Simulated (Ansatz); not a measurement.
Level of theory: DFT r2SCAN, scalar-relativistic, plane waves, PAW (Ansatz 0.2.0).

Structure of Zr3N2:

```yaml
crystal:
  lattice:
    - [2.82362, 1.63022, 5.23602]
    - [-2.82362, 1.63022, 5.23602]
    - [0.00000, -3.26043, 5.23602]
  atoms:
    - { symbol: Zr, position: [0.42479, 0.07521, 0.75000] }
    - { symbol: Zr, position: [0.07521, 0.75000, 0.42479] }
    - { symbol: Zr, position: [0.75000, 0.42479, 0.07521] }
    - { symbol: Zr, position: [0.25000, 0.57521, 0.92479] }
    - { symbol: Zr, position: [0.92479, 0.25000, 0.57521] }
    - { symbol: Zr, position: [0.57521, 0.92479, 0.25000] }
    - { symbol: N, position: [0.33850, 0.33850, 0.33850] }
    - { symbol: N, position: [0.16150, 0.16150, 0.16150] }
    - { symbol: N, position: [0.83850, 0.83850, 0.83850] }
    - { symbol: N, position: [0.66150, 0.66150, 0.66150] }
```

Settings: cutoff 500 eV, Γ-centred mesh 12×12×12 on the computed 10-atom cell, Gaussian smearing of 0.10 eV; no spin polarisation.

Levels along Γ–T–H2 | H0–L–Γ–S0 | S2–F–Γ, in eV from the Fermi level, sorted by energy at each point. Points in fractions of the primitive reciprocal vectors: Γ (0.000 0.000 0.000), T (0.500 0.500 0.500), H2 (0.769 0.231 0.500), H0 (0.500 -0.231 0.231), L (0.500 0.000 0.000), S0 (0.366 -0.366 0.000), S2 (0.634 0.000 0.366), F (0.500 0.000 0.500).
```tsv
point	k (1/Å, with 2π)	band 43	band 44	band 45	band 46	band 47	band 48	band 49
Γ	0.000	-0.31	-0.10	0.12	0.12	0.85	0.89	0.89
-	0.086	-0.33	-0.17	0.07	0.07	0.84	0.94	0.94
-	0.171	-0.40	-0.34	-0.04	-0.04	0.83	1.05	1.07
-	0.257	-0.49	-0.49	-0.16	-0.16	0.82	1.16	1.23
-	0.343	-0.56	-0.56	-0.29	-0.29	0.82	1.23	1.41
-	0.429	-0.61	-0.61	-0.40	-0.40	0.87	1.25	1.63
-	0.514	-0.61	-0.61	-0.50	-0.50	0.96	1.19	1.88
T	0.600	-0.57	-0.57	-0.57	-0.57	1.08	1.08	2.14
-	0.685	-0.69	-0.69	-0.48	-0.48	1.03	1.03	2.04
-	0.771	-0.84	-0.84	-0.42	-0.42	0.92	0.92	2.03
-	0.856	-0.97	-0.97	-0.40	-0.40	0.78	0.78	2.09
-	0.942	-1.07	-1.07	-0.38	-0.38	0.63	0.63	2.19
-	1.027	-1.15	-1.15	-0.35	-0.35	0.49	0.49	2.30
-	1.113	-1.20	-1.20	-0.29	-0.29	0.35	0.35	2.40
H2	1.198	-1.23	-1.23	-0.22	-0.22	0.24	0.24	2.44
H0	1.198	-1.23	-1.23	-0.22	-0.22	0.24	0.24	2.44
-	1.272	-1.24	-1.24	-0.17	-0.17	0.20	0.20	2.41
-	1.345	-1.24	-1.24	-0.14	-0.14	0.22	0.22	2.35
-	1.419	-1.23	-1.23	-0.13	-0.13	0.28	0.28	2.27
-	1.492	-1.22	-1.22	-0.13	-0.13	0.35	0.35	2.19
-	1.566	-1.21	-1.21	-0.14	-0.14	0.42	0.42	2.11
-	1.639	-1.20	-1.20	-0.14	-0.14	0.46	0.46	2.06
L	1.713	-1.19	-1.19	-0.15	-0.15	0.48	0.48	2.04
-	1.809	-1.20	-1.09	-0.27	-0.05	0.37	0.61	1.84
-	1.905	-1.13	-0.90	-0.34	-0.09	0.42	0.69	1.54
-	2.001	-0.99	-0.67	-0.33	-0.18	0.60	0.73	1.25
-	2.097	-0.78	-0.48	-0.19	-0.15	0.72	0.79	1.00
-	2.193	-0.56	-0.36	-0.09	0.18	0.57	0.91	0.92
-	2.289	-0.37	-0.24	0.05	0.28	0.63	0.90	0.92
Γ	2.385	-0.31	-0.10	0.12	0.12	0.85	0.89	0.89
-	2.502	-0.41	-0.29	0.02	0.36	0.52	0.88	0.94
-	2.618	-0.65	-0.49	-0.16	0.01	0.69	0.82	0.96
-	2.734	-0.86	-0.64	-0.46	-0.26	0.76	0.79	1.13
-	2.850	-1.03	-0.85	-0.69	-0.18	0.64	0.65	1.57
-	2.967	-1.16	-1.12	-0.66	-0.01	0.46	0.55	1.85
-	3.083	-1.27	-1.20	-0.60	0.07	0.18	0.55	1.84
S0	3.199	-1.21	-1.09	-0.61	-0.20	0.06	0.70	1.84
S2	3.199	-1.21	-1.09	-0.61	-0.20	0.06	0.70	1.84
-	3.242	-1.16	-1.02	-0.64	-0.32	0.01	0.79	1.78
-	3.284	-1.10	-0.94	-0.68	-0.42	-0.04	0.90	1.69
-	3.327	-1.04	-0.86	-0.73	-0.51	-0.10	1.01	1.59
-	3.370	-0.99	-0.80	-0.78	-0.56	-0.17	1.14	1.48
-	3.413	-0.93	-0.83	-0.79	-0.55	-0.24	1.28	1.39
-	3.455	-0.89	-0.86	-0.80	-0.51	-0.30	1.33	1.41
F	3.498	-0.88	-0.87	-0.81	-0.48	-0.33	1.31	1.51
-	3.606	-0.91	-0.78	-0.77	-0.45	-0.30	1.22	1.53
-	3.714	-0.91	-0.66	-0.61	-0.40	-0.20	1.09	1.51
-	3.822	-0.87	-0.51	-0.38	-0.36	-0.05	1.02	1.42
-	3.930	-0.76	-0.38	-0.33	-0.04	0.11	1.05	1.27
-	4.038	-0.56	-0.36	-0.13	0.21	0.34	1.03	1.05
-	4.147	-0.33	-0.28	0.04	0.23	0.67	0.90	0.92
Γ	4.255	-0.31	-0.10	0.12	0.12	0.85	0.89	0.89
```

Cost: 1 run of about 7.7 core-minutes, on Oxide Virtual Turin-like Processor (Zen 5) (shared hosts).